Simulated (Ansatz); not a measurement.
An Ansatz input and the part of its output that reports the observables at the nuclei.

The cell is a computed structure from the Materials Project (it need not be an observed phase), taken as it stands.

```yaml
crystal:
  lattice:
    - [6.089541, 0.0, 0.0]
    - [0.0, 7.794087, 0.0]
    - [-3.046612, 0.0, 8.403467]
  atoms:
    - { symbol: Ca, position: [0.0, 0.5, 0.5] }
    - { symbol: Ca, position: [0.0, 0.0, 0.0] }
    - { symbol: H, position: [0.109684, 0.439904, 0.194612] }
    - { symbol: H, position: [0.890316, 0.939904, 0.305388] }
    - { symbol: H, position: [0.890316, 0.560096, 0.805388] }
    - { symbol: H, position: [0.109684, 0.060096, 0.694612] }
    - { symbol: H, position: [0.903776, 0.571581, 0.147892] }
    - { symbol: H, position: [0.096224, 0.071581, 0.352108] }
    - { symbol: H, position: [0.096224, 0.428419, 0.852108] }
    - { symbol: H, position: [0.903776, 0.928419, 0.647892] }
    - { symbol: H, position: [0.58109, 0.271623, 0.469535] }
    - { symbol: H, position: [0.41891, 0.771623, 0.030465] }
    - { symbol: H, position: [0.41891, 0.728377, 0.530465] }
    - { symbol: H, position: [0.58109, 0.228377, 0.969535] }
    - { symbol: H, position: [0.417675, 0.79841, 0.202989] }
    - { symbol: H, position: [0.582325, 0.29841, 0.297011] }
    - { symbol: H, position: [0.417675, 0.70159, 0.702989] }
    - { symbol: H, position: [0.582325, 0.20159, 0.797011] }
    - { symbol: Cl, position: [0.701655, 0.783964, 0.433971] }
    - { symbol: Cl, position: [0.298345, 0.283964, 0.066029] }
    - { symbol: Cl, position: [0.298345, 0.216036, 0.566029] }
    - { symbol: Cl, position: [0.701655, 0.716036, 0.933971] }
    - { symbol: O, position: [0.006771, 0.504814, 0.23866] }
    - { symbol: O, position: [0.993229, 0.004814, 0.26134] }
    - { symbol: O, position: [0.993229, 0.495186, 0.76134] }
    - { symbol: O, position: [0.006771, 0.995186, 0.73866] }
    - { symbol: O, position: [0.681993, 0.308753, 0.409716] }
    - { symbol: O, position: [0.318007, 0.808753, 0.090284] }
    - { symbol: O, position: [0.318007, 0.691247, 0.590284] }
    - { symbol: O, position: [0.681993, 0.191247, 0.909716] }
kpoints:
  mp_grid: { grid: [4, 3, 3] }
scf:
  occupations: { method: fermi_dirac, width: 0.02 }
hamiltonian:
  xc: pbe
  pseudopotentials: { kind: paw }
output:
  forces: true
  stress: true
  populations: true
  efg:
    quadrupole_moments_barn: { Ca: -0.0408, H: 0.00285783, Cl: -0.08112, O: -0.02558 }
    contact_densities: true
```

```sh
ansatz run input.yaml --threads 1 --pin off --max-ram 2560MiB --backend cpu --events-out ev --progress --plain --runs-dir out
```

Of the output, the block on the nuclei alone is shown; the set-up, the SCF iterations, energies, forces and stress are cut. One atom of each set with nearly equal values is shown.

```
--- PAW observables at the nuclei: V_zz in 10²¹ V/m², potentials from the cell's mean, atoms counted from 1 ---
  atom   1  Ca V_zz =    +2.845589   η = 0.3530   by run symmetry: allowed   C_q = -2.8073 MHz
            electrostatic potential = -2208.126111 V   contact ρ = 41252.947509 e/Å³
  atom   3  H  V_zz =    +3.557787   η = 0.1366   by run symmetry: allowed   C_q = +0.2459 MHz
            electrostatic potential = -33.062507 V   contact ρ = 2.889198 e/Å³
  atom   7  H  V_zz =    +3.481558   η = 0.1400   by run symmetry: allowed   C_q = +0.2406 MHz
            electrostatic potential = -33.075623 V   contact ρ = 2.874167 e/Å³
  atom  11  H  V_zz =    +3.571153   η = 0.1350   by run symmetry: allowed   C_q = +0.2468 MHz
            electrostatic potential = -33.172717 V   contact ρ = 2.897135 e/Å³
  atom  15  H  V_zz =    +3.540808   η = 0.1348   by run symmetry: allowed   C_q = +0.2447 MHz
            electrostatic potential = -33.167837 V   contact ρ = 2.891862 e/Å³
  atom  19  Cl V_zz =    -1.618722   η = 0.2249   by run symmetry: allowed   C_q = +3.1751 MHz
            electrostatic potential = -1770.726672 V   contact ρ = 24093.813602 e/Å³
  atom  23  O  V_zz =   -14.723662   η = 0.7157   by run symmetry: allowed   C_q = +9.1069 MHz
            electrostatic potential = -614.726807 V   contact ρ = 2154.282974 e/Å³
  atom  27  O  V_zz =   -14.583282   η = 0.7310   by run symmetry: allowed   C_q = +9.0201 MHz
            electrostatic potential = -614.837899 V   contact ρ = 2154.450959 e/Å³
```

The run took 47 s of wall time (47 s of CPU time) and 0.79 GiB at its peak, on 1 thread of Arm Neoverse V1 (aarch64; 8 cores open to the job, memory cap 2.5 GiB, no GPU), a shared host with a load of 0.4 a core.

The lattice is static: at room temperature water may turn and average the couplings of its hydrogen.
